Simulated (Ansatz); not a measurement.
Question: Each is relaxed and computed with LDA (plane waves, PAW; program Ansatz). Which is the only metal?
(A) ScF3, ReO3 type
(B) BN, Pnma (B on 4c, N on 4c)
(C) ScB2, P6/mmm (Sc on 1a, B on 2d)
(D) WO3, P6/mmm (W on 3f, O on 6l, O on 3g)

Answer: C, ScB2, P6/mmm (Sc on 1a, B on 2d). ScB2: metal; BN: gap 5.63 eV (indirect); WO3: gap 0.59 eV (indirect); ScF3: gap 6.36 eV (indirect). Built on a structure type that need not be the filed one of that space group: BN, Pnma (B on 4c, N on 4c). Not the usual ambient phase: BN, Pnma (B on 4c, N on 4c). Standing as an ambient phase not checked: ScB2, P6/mmm (Sc on 1a, B on 2d); WO3, P6/mmm (W on 3f, O on 6l, O on 3g); ScF3, ReO3 type. Unstable at this level: WO3, P6/mmm (W on 3f, O on 6l, O on 3g). All cells were relaxed under the symmetry of their starts (and spin orders); stability against distortions was not tested throughout. Rows with no word on spin ran without spin polarisation. Scalar-relativistic: spin–orbit coupling is off unless named, which matters more the heavier the elements.

Potentials: the later of the program's two PAW sets.
